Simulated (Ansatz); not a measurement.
Consider the following.

C9H8F6N4NiO2Si:
```
CELL_PARAMETERS angstrom
      6.95845     0.00000     0.00000
      0.00000     6.95845     0.00000
      0.00000     0.00000     7.70089
ATOMIC_POSITIONS crystal
  Ni 0.00000 0.00000 0.00000
  Si 0.00000 0.00000 0.50000
  F  0.00000 0.00000 0.26968
  F  0.00000 0.00000 0.73032
  F  0.17173 0.17173 0.50000
  F  0.17173 0.82827 0.50000
  F  0.82827 0.17173 0.50000
  F  0.82827 0.82827 0.50000
  N  0.70046 0.00000 0.00000
  N  0.29954 0.00000 0.00000
  C  0.59986 0.00000 0.14905
  H  0.67877 0.00000 0.27076
  C  0.59986 0.00000 0.85095
  H  0.67877 0.00000 0.72924
  C  0.40014 0.00000 0.14905
  H  0.32123 0.00000 0.27076
  C  0.40014 0.00000 0.85095
  H  0.32123 0.00000 0.72924
  N  0.00000 0.70046 0.00000
  N  0.00000 0.29954 0.00000
  C  0.00000 0.59986 0.14905
  H  0.00000 0.67877 0.27076
  C  0.00000 0.59986 0.85095
  H  0.00000 0.67877 0.72924
  C  0.00000 0.40014 0.14905
  H  0.00000 0.32123 0.27076
  C  0.00000 0.40014 0.85095
  H  0.00000 0.32123 0.72924
  C  0.50000 0.50000 0.50000
  O  0.50000 0.50000 0.65195
  O  0.50000 0.50000 0.34805
```
The run is spin-polarised, in the one order tried: ferromagnetic.

This is the PBE+D3(BJ)-relaxed structure.

**Question.** All from the program Ansatz at the PBE+D3(BJ) level (PAW), unless another level is named. Give the net moment.

**Answer.** 0.06 μB per atom.

**Question.** Predict the Bader charges.

**Answer.** Ni +1.23, Si +3.33, F -0.85 to -0.83, N -1.18, C +0.48 to +2.24, H +0.18, O -1.13 e.

Space group P4/mmm. A made-up cell: these elements were put on the sites of a structure type; neither database checked (COD, Materials Project) lists it. Its standing as an ambient phase is unchecked. The PBE+D3(BJ) relaxation kept the symmetry of its start; its stability against distortions is not shown here. Magnetic state: ferromagnetic, the only order run, not a proven ground state. The cell computed holds one magnetic atom, so no antiferromagnetic order was within reach. No Hubbard U is applied.

Potentials: the later of the program's two PAW sets.
